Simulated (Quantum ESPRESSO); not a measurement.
## Band energies of Ge

```xyz
2
Lattice="0.0000 2.8393 2.8393 2.8393 0.0000 2.8393 2.8393 2.8393 0.0000" Properties=species:S:1:pos:R:3 pbc="T T T"
Ge     0.0000     0.0000     0.0000
Ge     1.4196     1.4196     1.4196
```

PBE (stringent potentials; Quantum ESPRESSO, PseudoDojo norm-conserving, 124 Ry, without SOC); path ΓXWKΓLUWLK,UX; energies in eV from the Fermi level.

```
k (1/Å)  point  band 18  band 19  band 20  band 21  band 22  band 23  band 24  band 25
-------  -----  -------  -------  -------  -------  -------  -------  -------  -------
0.00         Γ   -24.57   -12.71    -0.08    -0.02    -0.02    -0.02     2.53     2.53
0.22             -24.56   -12.55    -1.96    -0.64    -0.64     1.77     2.08     3.35
0.55             -24.55   -11.71    -4.74    -2.03    -2.03     1.01     2.70     5.77
0.89             -24.53   -10.20    -7.32    -2.89    -2.89     0.56     1.35     8.38
1.11         X   -24.53    -8.86    -8.86    -3.05    -3.05     0.75     0.75     9.40
1.22             -24.53    -8.85    -8.85    -3.15    -3.15     0.96     0.96     9.05
1.55             -24.52    -8.78    -8.78    -3.81    -3.81     3.34     3.34     5.69
1.66         W   -24.52    -8.77    -8.77    -3.87    -3.87     4.26     4.26     4.69
1.79             -24.51    -9.08    -8.47    -4.10    -3.47     2.89     4.22     5.47
2.05         K   -24.51    -9.33    -8.28    -4.29    -2.62     1.15     4.05     7.13
2.16             -24.51    -9.67    -7.91    -4.41    -2.36     1.37     5.41     6.46
2.48             -24.53   -10.99    -6.31    -3.69    -1.39     1.96     4.55     4.85
2.80             -24.54   -12.12    -3.96    -1.96    -0.47     1.72     3.20     3.37
3.12             -24.56   -12.67    -1.03    -0.20    -0.05     0.74     2.57     2.59
3.22         Γ   -24.57   -12.71    -0.08    -0.02    -0.02    -0.02     2.53     2.53
3.33             -24.57   -12.67    -1.05    -0.10    -0.10     0.70     2.63     2.63
3.65             -24.55   -12.12    -4.23    -0.78    -0.78     0.72     3.49     3.49
3.97             -24.54   -11.08    -6.82    -1.30    -1.30     0.23     3.75     3.75
4.18         L   -24.54   -10.64    -7.56    -1.41    -1.41     0.13     3.72     3.72
4.28             -24.54   -10.61    -7.56    -1.80    -1.46     0.52     3.65     3.84
4.57             -24.52   -10.15    -7.62    -3.75    -2.06     1.59     4.39     5.34
4.76             -24.51    -9.58    -8.02    -4.32    -2.47     1.28     4.77     6.41
4.86         U   -24.51    -9.33    -8.28    -4.29    -2.62     1.15     4.05     7.13
5.06             -24.51    -9.19    -8.38    -4.18    -3.19     2.22     4.15     5.98
5.25         W   -24.52    -8.77    -8.77    -3.87    -3.87     4.26     4.26     4.69
5.35             -24.51    -9.16    -8.38    -4.10    -3.54     3.78     4.12     4.96
5.64             -24.52   -10.14    -7.62    -3.70    -2.30     2.34     3.39     5.73
5.94             -24.54   -10.61    -7.56    -1.80    -1.47     0.52     3.64     3.84
6.03         L   -24.54   -10.64    -7.56    -1.41    -1.41     0.13     3.72     3.72
6.12             -24.54   -10.62    -7.56    -1.72    -1.45     0.44     3.66     3.81
6.37             -24.52   -10.26    -7.58    -3.48    -1.95     1.61     4.03     5.01
6.63             -24.51    -9.55    -8.06    -4.33    -2.49     1.26     4.68     6.52
6.71         K   -24.51    -9.33    -8.28    -4.29    -2.62     1.15     4.05     7.13
6.71         U   -24.51    -9.33    -8.28    -4.29    -2.62     1.15     4.05     7.13
6.81             -24.52    -9.11    -8.53    -4.01    -2.81     0.98     2.85     7.80
7.10         X   -24.53    -8.86    -8.86    -3.05    -3.05     0.75     0.75     9.40
```

At this level the gap is closed or nearly so: along the path the highest valence and lowest conduction bands touch, or overlap by less than 0.6 eV, a zero-gap or semimetallic result; the valence top lies at Γ, the conduction bottom at Γ. Semilocal functionals close the gaps of some narrow-gap semiconductors, so this alone doesn't show that the compound has none.

Spin-orbit splittings are left out.

Geometry relaxed with PBEsol.
